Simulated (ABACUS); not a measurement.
Worked example: self-consistent single point of ZnS (P6_3mc, 8 atoms in the cell; from Materials Project mp-560588, changed as shown) in ABACUS.

Computed with PBE, PseudoDojo 0.5 standard norm-conserving PBE (tails mended) pseudopotentials (plane waves; ABACUS).

The change in words: lattice scaled by 0.98. Reference geometry (P6_3mc):
```xyz
8
Lattice="3.7529 0.0000 0.0000 0.0000 6.5002 0.0000 0.0000 0.0000 6.1513" Properties=species:S:1:pos:R:3 pbc="T T T"
Zn     0.0000     2.1667     0.0009
Zn     1.8764     1.0834     3.0765
Zn     1.8764     5.4168     0.0009
Zn     0.0000     4.3335     3.0765
S      0.0000     2.1667     2.3059
S      1.8764     1.0834     5.3815
S      1.8764     5.4168     2.3059
S      0.0000     4.3335     5.3815
```

Reference input (self-consistent single point, DFT, PBE, plane waves, PseudoDojo 0.5 standard norm-conserving PBE (tails mended) pseudopotentials): KPT = Gamma 6 4 4 0 0 0; basis_type = pw; ecutwfc = 84 Ry; smearing_method = fixed; potentials = PseudoDojo 0.5 standard norm-conserving PBE (tails mended); symmetry = 1; symmetry_prec = 1e-05; ks_solver = dav_subspace; scf_nmax = 100; scf_thr = 1.0e-09 Ry; mixing_type = pulay. This run's input differs from it in these lines:

```diff
@@ -23,8 +23,8 @@
 LATTICE_CONSTANT
-7.091951
+6.950112
 
 LATTICE_VECTORS
-   1.0000000400    0.0000000000    0.0000000000
-   0.0000000000    1.7320509451    0.0000000000
-   0.0000000000    0.0000000000    1.6390721535
+   1.0000000316    0.0000000000    0.0000000000
+   0.0000000000    1.7320510054    0.0000000000
+   0.0000000000    0.0000000000    1.6390722684
 
@@ -36,6 +36,6 @@
 4
-   0.0000000000    0.5773497377    0.0002294701 1 1 1
-   0.5000000200    0.2886757349    0.8197655469 1 1 1
-   0.5000000200    1.4433752102    0.0002294701 1 1 1
-   0.0000000000    1.1547012074    0.8197655469 1 1 1
+   0.0000000000    0.5773497578    0.0002294701 1 1 1
+   0.5000000158    0.2886757449    0.8197656043 1 1 1
+   0.5000000158    1.4433752604    0.0002294701 1 1 1
+   0.0000000000    1.1547012476    0.8197656043 1 1 1
 
@@ -44,6 +44,6 @@
 4
-   0.0000000000    0.5773497377    0.6144225875 1 1 1
-   0.5000000200    0.2886757349    1.4339586642 1 1 1
-   0.5000000200    1.4433752102    0.6144225875 1 1 1
-   0.0000000000    1.1547012074    1.4339586642 1 1 1
+   0.0000000000    0.5773497578    0.6144226305 1 1 1
+   0.5000000158    0.2886757449    1.4339587647 1 1 1
+   0.5000000158    1.4433752604    0.6144226305 1 1 1
+   0.0000000000    1.1547012476    1.4339587647 1 1 1
 # file: KPT
```

Log, with long lists cut:

```
 SELF-CONSISTENT
 -------------------------------------------
                                 init_chg = atomic

 PW ALGORITHM --------------- ION=   1  ELEC=   1--------------------------------

 Notice: Threshold on eigenvalues was too large.

 Density error is 0.397709375257
                          Error Threshold = 0.000374086161879
 E_KohnSham     -1760.6508139805     -23954.8832584727
 E_Fermi        0.6272569699         8.5342689013

 PW ALGORITHM --------------- ION=   1  ELEC=   2--------------------------------

 Density error is 0.160880309404
                          Error Threshold = 0.000382412860824
   [... lines left out ...]

 Density error is 3.24322202631e-09
                          Error Threshold = 1.78136054887e-10
 E_KohnSham     -1760.7957382430     -23956.8550542213
 E_Fermi        0.6641381542         9.0360631568

 PW ALGORITHM --------------- ION=   1  ELEC=   8--------------------------------

 Density error is 5.57065028061e-10
                          Error Threshold = 3.11848271761e-12
 E_KohnSham     -1760.7957382444     -23956.8550542400
 E_KS(sigma->0) -1760.7957382444     -23956.8550542400
 E_entropy(-TS) 0.0000000000         0.0000000000
 E_Fermi        0.6641405744         9.0360960845
 charge density convergence is achieved
 final etot is -23956.855054 eV
 EFERMI = 9.0360960845 eV

 STATE ENERGY(eV) AND OCCUPATIONS    NSPIN == 1
   [... 60 lines left out ...]

 TOTAL-FORCE (eV/Angstrom)
                       Zn1         0.0000000000         0.0011468429         0.0391386564
                       Zn2         0.0000000000        -0.0007318125         0.0393977343
                       Zn3         0.0000000000         0.0007318125         0.0393977343
                       Zn4         0.0000000000        -0.0011468429         0.0391386564
                        S1         0.0000000000         0.0003281629        -0.0391109595
                        S2         0.0000000000        -0.0006959382        -0.0394254312
                        S3         0.0000000000         0.0006959382        -0.0394254312
   [... lines left out ...]

 TOTAL-STRESS (KBAR)
       124.0133913223         0.0000000000         0.0000000000
         0.0000000000       123.6330450460         0.0000000000
         0.0000000000         0.0000000000       126.0462887229
 TOTAL-PRESSURE: 124.564242 KBAR

 --------------------------------------------
 !FINAL_ETOT_IS -23956.8550542400007544 eV
 --------------------------------------------
```

The run converged in 8 iterations. Against the reference run the free energy goes up by 62.3 meV/atom, the pressure goes from 5.95 to 12.46 GPa, the largest force goes from 0.022 to 0.039 eV/Å and the gap on the mesh goes from 2.415 to 2.698 eV.

The structure comes from a collection of computed structures, made at another level of theory; the collection holds predicted forms beside known ones. Its lattice was then scaled.

Cost on one core: roughly 6 core-minutes.

“Tails mended”: in these copies of the files the far tail of each local potential was reset to the Coulomb form.
